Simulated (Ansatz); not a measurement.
Given:

LaSi:
```
CELL_PARAMETERS angstrom
      8.30425     0.00000     0.00000
      0.00000     3.92644     0.00000
      0.00000     0.00000     5.94157
ATOMIC_POSITIONS crystal
  La 0.17918 0.25000 0.11194
  La 0.32082 0.75000 0.61194
  La 0.67918 0.25000 0.38806
  La 0.82082 0.75000 0.88806
  Si 0.03316 0.25000 0.61702
  Si 0.46684 0.75000 0.11702
  Si 0.53316 0.25000 0.88298
  Si 0.96684 0.75000 0.38298
```

This is the LDA-relaxed structure. Cartesian axes are those of the cell as given.

**Question.** All from the program Ansatz at the LDA level (PAW), unless another level is named. Estimate the highest zone-centre frequency.

**Answer.** 324 cm^-1.

**Question.** Predict the bulk modulus (Birch–Murnaghan fit).

**Answer.** 76.0 GPa.

**Question.** And the elastic constants (relaxed ions, GPa)?

**Answer.** C11 = 120, C22 = 127, C33 = 136, C12 = 55.3, C13 = 58.4, C23 = 38.6, C44 = 35.6, C55 = 33.6, C66 = 66.9.

Space group Pnma. The workflow started from an entry of the Crystallography Open Database (COD). Its standing as an ambient phase is unchecked. Symmetry was held in the LDA relaxation; of distortions, only those at the zone centre were tested. As this level gives no gap, shear constants depend on the k-mesh and smearing (Fermi–Dirac, 0.1 eV here). As this level gives no gap, phonon frequencies hold no LO–TO term and depend on the k-mesh and smearing (Fermi–Dirac, 0.1 eV here). Spin–orbit coupling is left out wherever it is not named.

Potentials: the later of the program's two PAW sets.
